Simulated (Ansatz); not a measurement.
Zr (hcp, Mg type)

```cif
data_Zr2
_chemical_formula_sum 'Zr2'
_space_group_name_H-M_alt 'P63/mmc'
_space_group_IT_number 194
_space_group_name_Hall '-P 6c 2c'
_cell_length_a 3.24591
_cell_length_b 3.24591
_cell_length_c 5.15116
_cell_angle_alpha 90.000
_cell_angle_beta 90.000
_cell_angle_gamma 120.000
loop_
_atom_site_label
_atom_site_type_symbol
_atom_site_symmetry_multiplicity
_atom_site_Wyckoff_symbol
_atom_site_fract_x
_atom_site_fract_y
_atom_site_fract_z
_atom_site_occupancy
Zr1 Zr 2 d 0.66667 0.33333 0.25000 1
```

Equation-of-state scan: isotropic scaling of the cell above, V₀ being its volume. Symmetry pins the atoms to their sites.

The numbers are results of r2SCAN (plane waves to 500 eV, PAW, scalar-relativistic; Ansatz, a program for electronic structure), not measurements. k mesh 16×16×9 (Γ-centred), Fermi-Dirac smearing 0.05 eV. The energy includes the smearing's −TS. Stress and pressure are positive under compression. The PAW data are Ansatz's earlier set. Zr is run without spin polarisation. Zr was relaxed with its symmetry unable to fall. ΔE is measured from the relaxed starting cell.

**Question.** Estimate the ΔE (eV/atom) and P (GPa) for V/V₀ = 0.900, 0.925, 0.950, 0.975, 1.025, 1.050, 1.075, 1.100.

**Answer.** 
| V/V₀ | ΔE (eV/atom) | P (GPa) |
|---|---|---|
| 0.900 | 0.081 | 11.9 |
| 0.925 | 0.044 | 8.4 |
| 0.950 | 0.019 | 5.3 |
| 0.975 | 0.005 | 2.5 |
| 1.025 | 0.004 | -2.3 |
| 1.050 | 0.016 | -4.3 |
| 1.075 | 0.036 | -6.1 |
| 1.100 | 0.061 | -7.8 |

(Under strain, the slope of the energy per volume gives the stress and its curvature an elastic modulus.)
